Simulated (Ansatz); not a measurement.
Ta₃N₅:
```
Ta3N5
1.0
    1.92613    -5.07766     0.00000
    1.92613     5.07766     0.00000
    0.00000     0.00000    10.17406
Ta N
6 10
Direct
  0.19900   0.80100   0.25000
  0.80100   0.19900   0.75000
  0.86629   0.13371   0.44051
  0.13371   0.86629   0.55949
  0.13371   0.86629   0.94051
  0.86629   0.13371   0.05949
  0.04711   0.95289   0.37998
  0.95289   0.04711   0.62002
  0.95289   0.04711   0.87998
  0.04711   0.95289   0.12002
  0.69158   0.30842   0.57316
  0.30842   0.69158   0.42684
  0.30842   0.69158   0.07316
  0.69158   0.30842   0.92684
  0.23531   0.76469   0.75000
  0.76469   0.23531   0.25000
```

Relaxed with LDA. Special points in fractions of this cell's reciprocal vectors: Γ (0.000, 0.000, 0.000); Y (-0.500, 0.500, 0.000); C0 (-0.286, 0.714, 0.000); Σ0 (0.286, 0.286, 0.000); Z (0.000, 0.000, 0.500); A0 (0.286, 0.286, 0.500); E0 (-0.286, 0.714, 0.500); T (-0.500, 0.500, 0.500); S (0.000, 0.500, 0.000); R (0.000, 0.500, 0.500).

**Question.** List the band energies nearest the valence-band maximum at these points for LDA in the plane-wave PAW code Ansatz.

**Answer.** In eV from the valence-band maximum; about four levels below and three above (degenerate sets whole), none deeper than 8.9 eV; points with the same levels are listed once.

```json
[
 {"k": "Γ", "below": "-0.88 -0.58 -0.32 -0.07", "above": "1.34 1.63 2.05"},
 {"k": "Y", "below": "-1.04 -1.01 -0.83 -0.37", "above": "1.09 1.83 2.27"},
 {"k": "C0", "below": "-1.49 -1.22 -0.91 -0.56", "above": "1.76 2.28 2.31"},
 {"k": "Z", "below": "-0.80 -0.80 -0.59 -0.59", "above": "1.51 1.51 2.45 2.45"},
 {"k": "A0", "below": "-1.26 -1.26 -1.09 -1.09", "above": "2.33 2.33 2.67 2.67"},
 {"k": "T", "below": "-1.26 -1.26 -0.65 -0.65", "above": "1.51 1.51 2.64 2.64"},
 {"k": "S", "below": "-1.18 -1.15 -0.63 -0.47", "above": "1.68 1.69 2.61"},
 {"k": "R", "below": "-0.84 -0.84 -0.59 -0.59", "above": "1.87 1.87 2.66 2.66"}
]
```

Space group Cmcm. The workflow started from a Materials Project entry (that database holds measured and hypothetical structures alike); the Crystallography Open Database files this formula in space group No. 63, but the cells were not matched. Its standing as an ambient phase is unchecked. The cell was relaxed with LDA under the symmetry of its start; whether a distortion lowers the energy is not shown. No spin polarisation was allowed. Scalar-relativistic: spin–orbit coupling is off unless named, which matters more the heavier the elements.

Potentials: the later of the program's two PAW sets.
